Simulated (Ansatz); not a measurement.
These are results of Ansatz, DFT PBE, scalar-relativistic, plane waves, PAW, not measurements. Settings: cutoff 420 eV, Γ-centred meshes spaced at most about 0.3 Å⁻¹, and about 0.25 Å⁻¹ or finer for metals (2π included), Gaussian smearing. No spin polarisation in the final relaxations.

Temperature and zero-point effects are left out. All come from trial cells, and lower structures may exist.

Question: These unrelaxed guesses for NbTe4Mo are each relaxed within their symmetry. Order them by the energy at which they end, lowest first.
A.

```
CELL_PARAMETERS angstrom
3.68727 0.00000 0.00000
-1.84364 3.19327 0.00000
0.00000 0.00000 14.64513
ATOMIC_POSITIONS crystal
Nb 0.66667 0.33333 0.50000
Te 0.33333 0.66667 0.37100
Te 0.66667 0.33333 0.87100
Te 0.33333 0.66667 0.62900
Te 0.66667 0.33333 0.12900
Mo 0.33333 0.66667 0.00000
```

B.

```
CELL_PARAMETERS angstrom
3.72812 0.00000 0.00000
-1.86406 3.22865 0.00000
0.00000 0.00000 14.32596
ATOMIC_POSITIONS crystal
Nb 0.00000 0.00000 0.00000
Te 0.66667 0.33333 0.37282
Te 0.66667 0.33333 0.87282
Te 0.33333 0.66667 0.12718
Te 0.33333 0.66667 0.62718
Mo 0.00000 0.00000 0.50000
```

Answer: A (ends in P-6m2, 0 meV/atom), B (ends in P-3m1, 96 meV/atom).

No dispersion correction is applied, so the spacing and binding between layers, chains or molecules are poorly described (P-6m2, P-3m1), and this can change margins and order among such cells. Spin–orbit coupling, which can matter for Te, is left out. A magnetic state wasn't ruled out in cells without spin, among them P-6m2. Cells relaxed within their symmetry can be saddle points. Some structure types and database cells were kept out of the candidates from the start, so a known form may be missing.
